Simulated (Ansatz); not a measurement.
RbLuS2:
```yaml
crystal:
  lattice:
    - [1.98753, 1.14750, 7.63899]
    - [-1.98753, 1.14750, 7.63899]
    - [0.00000, -2.29501, 7.63899]
  atoms:
    - { symbol: Lu, position: [0.50000, 0.50000, 0.50000] }
    - { symbol: S, position: [0.22974, 0.22974, 0.22974] }
    - { symbol: S, position: [0.77026, 0.77026, 0.77026] }
    - { symbol: Rb, position: [0.00000, 0.00000, 0.00000] }
```

Relaxed with r²SCAN. Special points in fractions of this cell's reciprocal vectors: Γ (0.000, 0.000, 0.000); T (0.500, 0.500, 0.500); H2 (0.818, 0.182, 0.500); H0 (0.500, -0.182, 0.182); L (0.500, 0.000, 0.000); S0 (0.341, -0.341, 0.000); S2 (0.659, 0.000, 0.341); F (0.500, 0.000, 0.500).

Task: List the band energies nearest the valence-band maximum at these points for DFT-r²SCAN in the program Ansatz with PAW potentials.

Result: In eV from the valence-band maximum; about four levels below and three above (degenerate sets whole), none deeper than 8.9 eV; points with the same levels are listed once.

| k | below | above |
|---|---|---|
| Γ | -1.74 -1.74 -0.28 0.00 0.00 | 3.66 4.18 4.18 |
| T | -1.70 -1.70 -1.03 -0.09 -0.09 | 4.25 4.25 4.31 |
| H2 | -2.30 -1.40 -1.34 -1.31 | 4.22 5.10 5.39 |
| L | -1.48 -1.38 -1.24 -0.96 | 3.18 4.66 5.79 |
| S0 | -2.31 -1.41 -1.36 -1.28 | 4.25 5.22 5.28 |
| F | -1.69 -1.57 -0.85 -0.83 | 2.67 5.22 6.14 |

Space group R-3m. The workflow started from an entry of the Crystallography Open Database (COD, 293 K). Whether it is the stable phase at ambient conditions was not checked. Symmetry was held in the r²SCAN relaxation; its stability against distortions is not shown here. Spin–orbit coupling is left out wherever it is not named.

Potentials: the later of the program's two PAW sets.
